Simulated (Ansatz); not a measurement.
Here is the system:

SnO₂ (rutile)

```cif
data_O4Sn2
_chemical_formula_sum 'Sn2 O4'
_space_group_name_H-M_alt 'P 1'
_space_group_IT_number 1
_cell_length_a 4.75991
_cell_length_b 4.75991
_cell_length_c 3.20075
_cell_angle_alpha 90.000
_cell_angle_beta 90.000
_cell_angle_gamma 90.000
loop_
_space_group_symop_operation_xyz
  'x, y, z'
loop_
_atom_site_label
_atom_site_type_symbol
_atom_site_fract_x
_atom_site_fract_y
_atom_site_fract_z
_atom_site_occupancy
Sn1 Sn 0.00000 0.00000 0.00000 1
Sn2 Sn 0.50000 0.50000 0.50000 1
O1 O 0.30591 0.30591 0.00000 1
O2 O 0.80591 0.19409 0.50000 1
O3 O 0.19409 0.80591 0.50000 1
O4 O 0.69409 0.69409 0.00000 1
```

Equation-of-state scan: isotropic scaling of the cell above, V₀ being its volume. The atoms relax within the cell's symmetry.

All values below come from r2SCAN (plane waves to 500 eV, PAW, scalar-relativistic; Ansatz, a quantum-chemistry and plane-wave program). k mesh 7×7×10 (Γ-centred), Fermi-Dirac smearing 0.05 eV. The energy includes the smearing's −TS. Stress and pressure are positive under compression. With the shape held, the modulus is that of even scaling; a crystal free to change shape is softer. SnO2 was relaxed with its symmetry unable to fall. The zero of ΔE is the relaxed starting cell.

The scan covers V/V₀ from 0.900 to 1.100 in 9 points.

Question: What is the fitted pressure derivative B₀′?

Answer: 4.8.

Question: What bulk modulus at fixed cell shape B₀ follows from a third-order Birch-Murnaghan fit?

Answer: 211 GPa.

(Under strain, the slope of the energy per volume gives the stress and its curvature an elastic modulus.)
